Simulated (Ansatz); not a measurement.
Ansatz (an electronic-structure program) input:

Ansatz 0.2 input:
```yaml
crystal:
  lattice:
    - [3.7844928201, 0.0, 0.0]
    - [0.0, 3.7844928201, 0.0]
    - [0.0, 0.0, 3.7844928201]
  atoms:
    - { symbol: Si, position: [0.5, 0.5, 0.5] }
    - { symbol: Si, position: [0.0, 0.0, 0.0] }
    - { symbol: O, position: [0.25, 0.25, 0.25] }
    - { symbol: O, position: [0.25, 0.75, 0.75] }
    - { symbol: O, position: [0.75, 0.75, 0.25] }
    - { symbol: O, position: [0.75, 0.25, 0.75] }
kpoints:
  mp_grid: { grid: [4, 4, 4] }
hamiltonian:
  xc: hse06
  pseudopotentials: { azcp: { folder: ./paw }, kind: paw }
scf:
  n_extra_bands: 6
  occupations: { method: fixed }
output:
  eigenvalues: true
  eigenstates:
    e_range: [-9.0, 15.1]
    kpoints:
      - [0.5, 0.5, 0.5]  # VBM
      - [0.0, 0.0, 0.0]  # CBM
      - [0.0, 0.0, 0.0]  # GAMMA
      - [0.5, 0.5, 0.5]  # R
      - [0.5, 0.5, 0.0]  # M
      - [0.0, 0.5, 0.0]  # X
```

Output (shortened):

```
Pseudopotential: Si, paw, valence charge 4
Pseudopotential: O, paw, valence charge 6
Functional definition: HSE06
davidson cushion auto → on  (no smearing: the cushion is to keep the highest requested band from converging to the state above it …
Crystal: 6 atoms, lattice volume = 54.203 Å³
Basis set: ecut = 420 eV, 1021 PW (Γ)
Bands: 22, of which v1, the nominal top of the filled ones, is band 16 counted from 1 (15 counted from 0)
Symmetry: 48 space group operations
Space group: Pn-3m (ITA 224), of the structure as read, at distance tolerance 3.8e-5 Å
k-points: 10 of 64
SCF iter   1: F=—  HF=-3548.960882 eV  |F-HF|=—  |Δ(HF+E_count)|=         —  Δρ=1.55e-1  dr2=1.14e1  ethr=1.00e-1  ⟨swp⟩=4.6  Hψ=791  notcnv=0
preconditioner: auto → none
SCF iter   2: F=—  HF=-3546.111247 eV  |F-HF|=—  |Δ(HF+E_count)|=    2.85e0  Δρ=7.48e-2  dr2=1.23e0  ethr=3.57e-2  ⟨swp⟩=3.0  Hψ=623  notcnv=0
SCF iter   3: F=—  HF=-3545.823260 eV  |F-HF|=—  |Δ(HF+E_count)|=   2.88e-1  Δρ=2.44e-2  dr2=1.25e-1  ethr=3.84e-3  ⟨swp⟩=3.0  Hψ=556  notcnv=0
iter 4 solved again at ethr=9.10e-6 eV; its pass at ethr=3.92e-4 eV (dr2=2.91e-3 eV) is discarded
SCF iter   4: F=—  HF=-3545.857041 eV  |F-HF|=—  |Δ(HF+E_count)|=   3.38e-2  Δρ=2.71e-3  dr2=3.46e-3  ethr=9.10e-6  ⟨swp⟩=4.0  Hψ=1155  notcnv=0  defer=2
SCF iter   5: F=-3545.855846 eV  HF=-3545.856072 eV  |F-HF|=2.26e-4  |Δ(HF+E_count)|=   9.69e-4  Δρ=9.58e-4  dr2=3.36e-4  ethr=9.10e-6  ⟨swp⟩=2.9  Hψ=503  notcnv=0  defer=2
SCF 1 stopped early in 5 iterations: F = -3545.855846 eV  dr2 = 3.36e-4
Crystal: 6 atoms, lattice volume = 54.203 Å³
Exchange kernel: α = 0.2500, screened, ω = 0.2079 Å⁻¹, Wigner–Seitz truncation, v(0) = 1028.9036 eV·Å³, q-mesh 4×4×4, nearest image of the exchange supercell L …
Frozen-core exchange: fock
SCF iter   1: F=—  HF=-3546.541990 eV  |F-HF|=—  |Δ(HF+E_count)|=         —  Δρ=8.64e-3  dr2=3.52e-2  ethr=1.05e-5  ⟨swp⟩=6.1  Hψ=1041  notcnv=0
preconditioner: auto → none
SCF iter   2: F=—  HF=-3546.529486 eV  |F-HF|=—  |Δ(HF+E_count)|=   1.25e-2  Δρ=3.58e-3  dr2=5.87e-3  ethr=1.05e-5  ⟨swp⟩=4.0  Hψ=733  notcnv=0
SCF iter   3: F=—  HF=-3546.538742 eV  |F-HF|=—  |Δ(HF+E_count)|=   9.26e-3  Δρ=1.17e-3  dr2=6.89e-4  ethr=1.05e-5  ⟨swp⟩=3.6  Hψ=706  notcnv=0
SCF iter   4: F=—  HF=-3546.538629 eV  |F-HF|=—  |Δ(HF+E_count)|=   1.13e-4  Δρ=2.75e-4  dr2=3.39e-5  ethr=1.86e-6  ⟨swp⟩=3.0  Hψ=520  notcnv=0
SCF iter   5: F=—  HF=-3546.538785 eV  |F-HF|=—  |Δ(HF+E_count)|=   1.56e-4  Δρ=3.27e-4  dr2=3.85e-5  ethr=7.82e-8  ⟨swp⟩=4.3  Hψ=768  notcnv=0
SCF iter   6: F=-3546.538771 eV  HF=-3546.538772 eV  |F-HF|=5.45e-7  |Δ(HF+E_count)|=   1.34e-5  Δρ=4.02e-5  dr2=7.82e-7  ethr=7.82e-8  ⟨swp⟩=3.0  Hψ=604  notcnv=0
SCF 2 stopped early in 6 iterations: F = -3546.538771 eV  dr2 = 7.82e-7
hybrid outer 1: dexx = +1.177e-2 eV, tail = 2.03e-5 eV
Crystal: 6 atoms, lattice volume = 54.203 Å³
Exchange kernel: α = 0.2500, screened, ω = 0.2079 Å⁻¹, Wigner–Seitz truncation, v(0) = 1028.9036 eV·Å³, q-mesh 4×4×4, nearest image of the exchange supercell L …
Frozen-core exchange: fock
SCF iter   1: F=—  HF=-3546.538899 eV  |F-HF|=—  |Δ(HF+E_count)|=         —  Δρ=6.76e-5  dr2=8.92e-7  ethr=3.18e-7  ⟨swp⟩=2.8  Hψ=512  notcnv=0
preconditioner: auto → none
iter 2 solved again at ethr=2.31e-10 eV; its pass at ethr=2.61e-9 eV (dr2=7.38e-8 eV) is discarded
SCF iter   2: F=-3546.538899 eV  HF=-3546.538899 eV  |F-HF|=6.68e-9  |Δ(HF+E_count)|=   4.29e-7  Δρ=1.81e-5  dr2=8.72e-8  ethr=2.31e-10  ⟨swp⟩=2.0  Hψ=1317  notcnv=0
SCF 3 converged in 2 iterations: F = -3546.538899 eV  dr2 = 8.72e-8
hybrid outer 2: dexx = +1.778e-7 eV, tail = 1.93e-7 eV, Δε = 7.43e-4 eV (about 9.01e-5 eV left of the loop's levels)
the search or the solves at the SCF's close seem to have found levels that the self-consistency loop had missed (the run counts 1) …
NSCF: frozen V_eff on 6 k-points
hybrid SCF converged: 2 outer / 8 inner (+5 warm-up), last move |dexx| = 1.78e-7 eV, tail = 1.93e-7 eV
Stability not checked (fock_operator)
Free energy (F): -3546.538899 eV
Frozen-core exchange: fock
Harris-Foulkes:  -3546.538899 eV  (|F-HF|=6.68e-9)
Internal energy: -3546.538899 eV  (E = F + TS)
E sigma→0 (E₀):  -3546.538899 eV
Fermi energy:    6.050386 eV
--- Per-component energies (eV) ---
  E_band       = -58.534752
  E_kinetic    = 784.051092
  E_local      = -1361.463344  (includes V_loc(G=0)·N_el)
  E_nonlocal   = 246.473384
  E_hartree    = 490.843771
  E_xc         = -323.729900
  E_vxc        = -371.705496  (∫ρ·V_xc dr)
  E_exx        = -92.157611  (= α·E_x^exact, valence–valence)
  E_paw        = -1666.283321  (= ΣΔE_a)
  E_vpaw       = -153.259357  (= ΣTr[D̂ρ^β])
  E_aug_tail   = 0.003393  (compensation charges beyond the density's cutoff)
  E_ewald      = -1624.051491
  E_core_change = -0.224872  (= ΣΔE_core)
  E_smearing   =  0.000000  (= −TS)
  E_closure    =  0.000000  (closes the sum)
  Σ components = -3546.538899   (vs F -3546.538899, Δ=0.00e0)
  [band-id]    e_kinetic+e_local+e_nonlocal+2·e_hartree+e_vxc+2·e_exx+e_vpaw+e_augmentation_tail = -58.528009   (vs E_band -58.534752, Δ=6.74e-3)
--- Band table (eV; the first three rows and the last of 10) ---
  k-point 0: bands = ["-16.0025", "-12.8997", "-12.8997", "-12.8997", "-4.5173", "0.0966", "0.0966", "0.0966", "1.0522", "1.0522", "4.9031", "4.9031", "4.9031", "5.4566", "5.4566", "5.4566", "12.7933", "13.3749", "13.3749", "13.3749", "20.6076", "20.6076"]
  k-point 1: bands = ["-15.6402", "-13.4860", "-12.8744", "-12.8744", "-3.8629", "-0.6772", "0.0363", "0.0363", "1.4907", "1.5045", "4.1606", "4.4530", "4.6695", "4.6695", "5.2252", "5.2252", "14.1003", "14.3076", "14.7176", "14.7176", "20.9024", "21.4636"]
  k-point 2: bands = ["-14.6662", "-14.6662", "-12.8488", "-12.8488", "-2.3303", "-2.3303", "-0.0357", "-0.0357", "2.6849", "2.6849", "2.7607", "2.7607", "4.5705", "4.5705", "4.9304", "4.9304", "15.5408", "15.5408", "16.4152", "16.4152", "21.1676", "21.1676"]
  k-point 9: bands = ["-14.2418", "-13.4275", "-13.4275", "-13.4275", "-5.2686", "-1.5491", "-1.5491", "-1.5491", "2.5892", "2.5892", "2.5892", "5.2971", "5.2971", "6.0504", "6.0504", "6.0504", "14.8736", "17.8875", "17.8875", "17.8875", "20.7178", "20.8371"]
```

Cost: about 29 core-seconds (a rough figure) on shared cores.

The points marked VBM and CBM come from a semilocal run.

The workflow started from a Materials Project entry (that database holds measured and hypothetical structures alike); the Crystallography Open Database copy checked does not list it. It is not the phase usual at ambient conditions (space group No. 92, 152, 154). Symmetry was held in the PBEsol relaxation; whether a distortion lowers the energy is not shown.

Potentials: the earlier of the program's two PAW sets. The files were generated under PBE; for other functionals the program regenerates the frozen cores, and for LDA and PBEsol the local potential too.

Ansatz is a plane-wave DFT program.
